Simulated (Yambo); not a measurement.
G0W0@LDA for CdF$_{2}$ (fluorite, space group Fm-3m, No. 225) in Yambo. Reference settings: 4×4×4 Γ-centred k mesh, bands 5 to 98 and a 10 Ry block in the screening, 98 bands in G with the Bruneval-Gonze terminator, plasmon pole fitted at 27.2 eV. The LDA gap W → Γ on this mesh is 2.80 eV; G0W0 gaps are taken between the same points.

With and without the terminator, as bands are cut:

```
bands in G (in W)  gap, terminator (eV)  gap, none (eV)  valence shift, terminator (eV)  valence shift, none (eV)
-----------------  --------------------  --------------  ------------------------------  ------------------------
40 (98)                           5.848           5.474                          -1.741                    -1.018
65 (98)                           5.808           5.539                          -1.720                    -1.279
98 (98)                           5.789           5.631                          -1.696                    -1.446
```

Over this range the gap spans 0.059 eV with the terminator and 0.157 eV without, the valence shift 0.045 eV and 0.428 eV. Neither column has reached its limit for certain.

Spin-orbit coupling is not included.

Geometry of the Materials Project entry, not relaxed at this level; primitive cell a = b = c = 3.819 Å, α = β = γ = 60.00°.

A shift is the quasiparticle energy of the state minus its LDA energy.
